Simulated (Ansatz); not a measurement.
Ru:
```cif
data_Ru4
_chemical_formula_sum 'Ru4'
_space_group_name_H-M_alt 'P63/mmc'
_space_group_IT_number 194
_space_group_name_Hall '-P 6c 2c'
_cell_length_a 2.69104
_cell_length_b 2.69104
_cell_length_c 8.63930
_cell_angle_alpha 90.000
_cell_angle_beta 90.000
_cell_angle_gamma 120.000
loop_
_atom_site_label
_atom_site_type_symbol
_atom_site_symmetry_multiplicity
_atom_site_Wyckoff_symbol
_atom_site_fract_x
_atom_site_fract_y
_atom_site_fract_z
_atom_site_occupancy
Ru1 Ru 2 a 0.00000 0.00000 0.00000 1
Ru2 Ru 2 d 0.66667 0.33333 0.25000 1
```

Relaxed at zero pressure with the program Ansatz at the r²SCAN level (PAW).

Problem. The volume is lowered by 6 % and shape and atoms relax at that volume. What pressure results, and how do the axes share the change?

Solution. 23.9 GPa; a -2.1 %, b -2.1 %, c -2.0 %; the energy rises by 57 meV/atom.

Problem. Give the new structure.

Solution. 
Space group P6₃/mmc (No. 194); a = 2.635 Å, b = 2.635 Å, c = 8.471 Å, α = 90.00°, β = 90.00°, γ = 120.00°

```tsv
atom	site	symmetry	x	y	z
Ru	2a	-3m.	0.0000	0.0000	0.0000
Ru	2d	-6m2	0.6667	0.3333	0.2500
```

The phase is kept; no other phase was compared at this pressure.

Space group P6_3/mmc (dhcp (α-La type)). The start of the workflow was typed in or built on a structure type. Its sites differ from those of the usual phase in this space group: another stacking or structure type. The r²SCAN relaxation kept the symmetry of its start; its stability against distortions is not shown here. No spin polarisation was allowed. Axis ratios of metals converge slowly with the k-mesh, so a and c are less sure than the volume.

Potentials: the later of the program's two PAW sets.
